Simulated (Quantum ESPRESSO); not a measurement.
Space group P6₃mc (No. 186); a = b = 3.1286 Å, c = 5.0170 Å, α = β = 90.00°, γ = 120.00°

```json
[
 {"atom": "N", "site": "2b", "symmetry": "3m.", "x": "0.3333", "y": "0.6667", "z": "0.3807"},
 {"atom": "Al", "site": "2b", "symmetry": "3m.", "x": "0.6667", "y": "0.3333", "z": "0.4993"}
]
```

The geometry is that of Materials Project entry mp-661, symmetrised and not relaxed again.

Task: What does PBE (Quantum ESPRESSO, PseudoDojo norm-conserving, 84 Ry, without SOC) give for the electronic structure near the Fermi level?

Result: The PBE gap is direct, 4.06 eV at Γ.
